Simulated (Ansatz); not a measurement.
HfO$_{2}$:
```
HfO2
1.0
    5.09592     0.00000     0.00000
    0.00000     5.17687     0.00000
   -0.88059     0.00000     5.19685
Hf O
4 8
Direct
  0.27715   0.04294   0.20819
  0.72285   0.54294   0.29181
  0.72285   0.95706   0.79181
  0.27715   0.45706   0.70819
  0.07122   0.33730   0.34092
  0.92878   0.83730   0.15908
  0.92878   0.66270   0.65908
  0.07122   0.16270   0.84092
  0.44713   0.75818   0.48001
  0.55287   0.25818   0.01999
  0.55287   0.24182   0.51999
  0.44713   0.74182   0.98001
```

Relaxed with PBEsol. Special points in fractions of this cell's reciprocal vectors: Γ (0.000, 0.000, 0.000); Z (0.000, 0.500, 0.000); D (0.000, 0.500, 0.500); B (0.000, 0.000, 0.500); A (-0.500, 0.000, 0.500); E (-0.500, 0.500, 0.500); C2 (-0.500, 0.500, 0.000); Y2 (-0.500, 0.000, 0.000).

### Question
List the band energies nearest the valence-band maximum at these points for the program Ansatz at the PBEsol with spin–orbit coupling level (PAW).

### Answer
In eV from the valence-band maximum; about four levels below and three above (degenerate sets whole), none deeper than 8.9 eV; points with the same levels are listed once.

| k | below | above |
|---|---|---|
| Γ | -0.17 -0.17 0.00 0.00 | 4.44 4.44 5.08 5.08 |
| Z | -0.45 -0.45 -0.45 -0.45 | 4.94 4.94 4.94 4.94 |
| D | -0.65 -0.65 -0.59 -0.59 | 4.85 4.85 4.90 4.90 |
| B | -0.48 -0.48 -0.48 -0.48 | 4.68 4.68 4.68 4.68 |
| A | -0.48 -0.48 -0.48 -0.48 | 4.31 4.31 4.31 4.31 |
| E | -0.76 -0.76 -0.67 -0.67 | 4.49 4.49 4.52 4.52 |
| C2 | -0.63 -0.63 -0.63 -0.63 | 4.68 4.68 4.68 4.68 |
| Y2 | -0.41 -0.41 -0.10 -0.10 | 3.96 3.96 5.06 5.06 |

Space group P2_1/c. Symmetry was held in the PBEsol relaxation. No spin polarisation was allowed.

Potentials: the later of the program's two PAW sets.
